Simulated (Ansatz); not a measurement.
An Ansatz input and the part of its output that reports the observables at the nuclei.

The start is an entry of the Crystallography Open Database (COD).

```yaml
crystal:
  lattice:
    - [4.978, 0.0, 0.0]
    - [0.0, 4.978, 0.0]
    - [0.0, 0.0, 6.948]
  atoms:
    - { symbol: Si, position: [0.30004, 0.30004, 0.0] }
    - { symbol: Si, position: [0.19996, 0.80004, 0.25] }
    - { symbol: Si, position: [0.69996, 0.69996, 0.5] }
    - { symbol: Si, position: [0.80004, 0.19996, 0.75] }
    - { symbol: O, position: [0.23976, 0.10324, 0.17844] }
    - { symbol: O, position: [0.39676, 0.73976, 0.42844] }
    - { symbol: O, position: [0.76024, 0.89676, 0.67844] }
    - { symbol: O, position: [0.60324, 0.26024, 0.92844] }
    - { symbol: O, position: [0.73976, 0.39676, 0.57156] }
    - { symbol: O, position: [0.89676, 0.76024, 0.32156] }
    - { symbol: O, position: [0.26024, 0.60324, 0.07156] }
    - { symbol: O, position: [0.10324, 0.23976, 0.82156] }
kpoints:
  mp_grid: { grid: [5, 5, 4] }
scf:
  occupations: { method: fermi_dirac, width: 0.02 }
hamiltonian:
  xc: pbe
  pseudopotentials: { kind: paw, frozen_core: stored }
output:
  forces: true
  stress: true
  populations: true
  efg: { quadrupole_moments_barn: { O: -0.02558 } }
relax:
  f_tol: 0.02
  max_steps: 60
```

```sh
ansatz run input.yaml --threads 1 --pin off --max-ram 3072MiB --backend cpu --events-out ev --progress --plain --runs-dir out
```

The run relaxes the ions first, and the block belongs to the relaxed positions.

Of the output, the block on the nuclei alone is shown; the set-up, the SCF iterations, energies, forces and stress are cut. One atom of each set with nearly equal values is shown.

```
--- PAW observables at the nuclei: V_zz in 10²¹ V/m², potentials from the cell's mean, atoms counted from 1 ---
  atom   1  Si V_zz =    -0.335860   η = 0.8488   by run symmetry: allowed
            electrostatic potential = -1353.506629 V   contact ρ = none
  atom   5  O  V_zz =    +9.772117   η = 0.1896   by run symmetry: allowed   C_q = -6.0443 MHz
            electrostatic potential = -617.964426 V   contact ρ = none
```

The relaxation (5 steps) took 29 s of wall time (29 s of CPU time) and 0.5 GiB at its peak, on 1 thread of Intel Xeon Platinum 8488C (Sapphire Rapids) (x86_64; 16 cores open to the job, memory cap 3.0 GiB, no GPU), a shared host with a load of 0.2 a core.
